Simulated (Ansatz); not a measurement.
In$_{3}$SbTe$_{2}$:
Space group Immm (No. 71); a = 4.323 Å, b = 6.096 Å, c = 12.960 Å, α = 90.00°, β = 90.00°, γ = 90.00°

```json
[
 {"atom": "In", "site": "2a", "symmetry": "mmm", "x": "0.0000", "y": "0.0000", "z": "0.0000"},
 {"atom": "In", "site": "4i", "symmetry": "mm2", "x": "0.0000", "y": "0.0000", "z": "0.3405"},
 {"atom": "Sb", "site": "2d", "symmetry": "mmm", "x": "0.0000", "y": "0.5000", "z": "0.0000"},
 {"atom": "Te", "site": "4j", "symmetry": "mm2", "x": "0.5000", "y": "0.0000", "z": "0.1714"}
]
```
(The calculation used a cell of 6 atoms; values per cell refer to that cell.)

Relaxed at zero pressure with the program Ansatz at the PBEsol level (PAW).

The volume is raised by 3 % and shape and atoms relax at that volume. What pressure results, and how do the axes share the change?

-1.4 GPa; a 1.0 %, b 1.0 %, c 1.0 %; the energy rises by 4 meV/atom.

Give the new structure.


Space group Immm (No. 71); a = 4.3680 Å, b = 6.1550 Å, c = 13.0843 Å, α = 90.00°, β = 90.00°, γ = 90.00°

```
atom  site  symmetry       x       y       z
----  ----  --------  ------  ------  ------
In      2a       mmm  0.0000  0.0000  0.0000
In      4i       mm2  0.0000  0.0000  0.3407
Sb      2d       mmm  0.0000  0.5000  0.0000
Te      4j       mm2  0.5000  0.0000  0.1718
```

The phase is kept; no other phase was compared at this pressure.

The first step of the workflow began from a Materials Project structure, measured or hypothetical; the Crystallography Open Database copy checked does not list it. Whether it is the stable phase at ambient conditions was not checked. The PBEsol relaxation kept the symmetry of its start; its stability against distortions is not shown here. Scalar-relativistic: spin–orbit coupling is off unless named, which matters more the heavier the elements.

Potentials: the later of the program's two PAW sets.
